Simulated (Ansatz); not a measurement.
SrN2:
```cif
data_N2Sr
_chemical_formula_sum 'Sr1 N2'
_space_group_name_H-M_alt 'P 1'
_space_group_IT_number 1
_cell_length_a 4.04697
_cell_length_b 4.04697
_cell_length_c 4.04697
_cell_angle_alpha 125.355
_cell_angle_beta 125.355
_cell_angle_gamma 80.952
loop_
_space_group_symop_operation_xyz
  'x, y, z'
loop_
_atom_site_label
_atom_site_type_symbol
_atom_site_fract_x
_atom_site_fract_y
_atom_site_fract_z
_atom_site_occupancy
Sr1 Sr 0.00000 0.00000 0.00000 1
N1 N 0.60030 0.60030 0.00000 1
N2 N 0.39970 0.39970 0.00000 1
```

This is the LDA-relaxed structure.

**Question.** All from plane-wave PAW LDA (Ansatz code), unless another level is named. Estimate the electronic character.

**Answer.** metallic (no gap).

**Question.** And the formation energy from the elements (no fitted shifts)?

**Answer.** -0.81 eV/atom.

**Question.** What about the density of states at the Fermi level?

**Answer.** 0.46 states/eV per atom (mean over ±0.08 eV).

Space group I4/mmm (MoSi2 or CaC2 type). The workflow started from a Materials Project entry (that database holds measured and hypothetical structures alike); the Crystallography Open Database copy checked does not list it. Whether it is the stable phase at ambient conditions was not checked. Symmetry was held in the LDA relaxation; its stability against distortions is not shown here. The references are the lowest solids computed at this level, not always the standard phases (solids in place of the gases). Scalar-relativistic: spin–orbit coupling is off unless named, which matters more the heavier the elements.

Potentials: the later of the program's two PAW sets.
